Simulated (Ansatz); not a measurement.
A geometry of MgSe away from equilibrium: step 2 of the relaxation of a relaxed MgSe cell, doubled along one cell vector, shaken by Gaussian noise of σ = 0.08 Å a coordinate. The numbers are results of r2SCAN (plane waves to 500 eV, PAW, scalar-relativistic; Ansatz, a program for electronic structure), not measurements. Γ-centred k-mesh 5×9×5 on the run's cell, Fermi–Dirac smearing 0.05 eV. The plane waves were selected for a different cell earlier on the path.

```
MgSe
1.0
    8.33171     0.07014    -0.01225
   -2.05256     3.59648     0.01217
   -0.00988     0.01698     6.77994
Mg Se
4 4
Direct
  0.32679   0.32698   0.99150
  0.83306   0.33564   0.99779
  0.15538   0.66030   0.50479
  0.66577   0.66996   0.48999
  0.33466   0.33052   0.61863
  0.83177   0.33082   0.62112
  0.16168   0.66273   0.12593
  0.66212   0.65012   0.12150
```

Problem. What forces act on the atoms (eV/Å)?

Solution. 
| atom | Fx | Fy | Fz |
|---|---|---|---|
| Mg1 | 0.10 | 0.04 | 0.24 |
| Mg2 | 0.13 | -0.31 | 0.05 |
| Mg3 | 0.44 | 0.12 | -0.15 |
| Mg4 | -0.03 | -0.07 | 0.27 |
| Se5 | -0.14 | 0.06 | -0.07 |
| Se6 | -0.24 | -0.14 | 0.08 |
| Se7 | 0.04 | 0.02 | -0.11 |
| Se8 | -0.30 | 0.28 | -0.31 |

The path ends in P6₃mc (No. 186) (wurtzite type). No spin polarisation in the result.

The first start was generated by placing the elements on the sites of a structure type. Materials Project lists a structure of MgSe in the same space group, P6₃mc (No. 186); the sites were not compared with it, nor with measured phases. Known forms of MgSe include space group No. 225.
